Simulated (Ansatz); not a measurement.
## Convergence test, Se$_{3}$Br

Computed with DFT PBE, scalar-relativistic, plane waves, PAW in Ansatz.

```
Se Br
1.0
    -1.90124    1.90124    8.48190
     1.90124   -1.90124    8.48190
     1.90124    1.90124   -8.48190
Se Br
3 1
Direct
  0.25000 0.75000 0.50000
  0.75000 0.25000 0.50000
  0.50000 0.50000 0.00000
  0.00000 0.00000 0.00000
```

The plane-wave cutoff is 420 eV, the occupation rule is Gaussian smearing, 0.1 eV and the spin treatment is unpolarised.

The atoms are held and the k-point mesh is swept. Energies are extrapolated to zero smearing and count from the reference run, 16×16×16. The cell isn't necessarily relaxed at this level. The meshes are Γ-centred. Pressure is positive in compression.

Problem. Tried: 1×1×1, 2×2×2, 4×4×4, 6×6×6, 8×8×8, 12×12×12, 14×14×14, 16×16×16. From which k-point mesh on does the energy per atom stay within 100, 10 and 1 meV of the reference?

Solution. 4×4×4 for 100 meV, 8×8×8 for 10 meV, none but the reference for 1 meV. The reference itself isn't shown to be converged.

| mesh | ΔE (meV/atom) | P (GPa) | irreducible points |
| --- | --- | --- | --- |
| 1×1×1 | 1654 | 20.13 | 1 |
| 2×2×2 | 341 | 1.26 | 4 |
| 4×4×4 | -16.4 | 0.08 | 13 |
| 6×6×6 | 18.1 | 0.26 | 30 |
| 8×8×8 | 0.89 | 0.18 | 59 |
| 12×12×12 | 0.95 | 0.18 | 163 |
| 14×14×14 | 6.10 | 0.24 | 244 |
| 16×16×16 | 0.00 | 0.11 | 349 |

4 further runs of this set didn't finish or converge.